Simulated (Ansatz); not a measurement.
Space group Pm-3m (No. 221). a = 6.308 Å, b = 6.308 Å, c = 6.308 Å, α = 90.00°, β = 90.00°, γ = 90.00°
```csv
atom,site,symmetry,x,y,z
Rb,3c,4/mm.m,0.5000,0.0000,0.5000
Na,1a,m-3m,0.0000,0.0000,0.0000
H,1b,m-3m,0.5000,0.5000,0.5000
```

Equation of state of this Rb$_{3}$NaH structure (not necessarily the ground state), with shape and atoms relaxed at each volume where symmetry leaves them free. It has no gap at any of these volumes. The calculation used Ansatz 0.2.0, DFT PBE, scalar-relativistic, plane waves, PAW.

Cutoff 420 eV; k points 6×6×6 on the computed 5-atom cell (Γ-centred); Gaussian smearing, width 0.10 eV; no spin polarisation.

| V (Å³/atom) | E − E(largest V) (meV/atom) | P (GPa) |
| --- | --- | --- |
| 44.170 | 7.25 | 0.86 |
| 45.675 | 0.46 | 0.60 |
| 47.181 | -4.03 | 0.37 |
| 48.687 | -6.52 | 0.17 |
| 50.193 | -7.28 | 0.00 |
| 51.699 | -6.53 | -0.15 |
| 53.204 | -4.48 | -0.28 |
| 55.212 | 0.00 | -0.42 |

**Question.** Fit a third-order Birch–Murnaghan equation, E = E0 + (9V0B0/16)·[(x − 1)³B0' + (x − 1)²(6 − 4x)] with x = (V0/V)^(2/3), to E(V).

**Answer.** V0 = 50.16 Å³/atom, B0 = 5 GPa, B0' = 3.7.

The cell was found from a structure generator's guess, not taken from experiment.
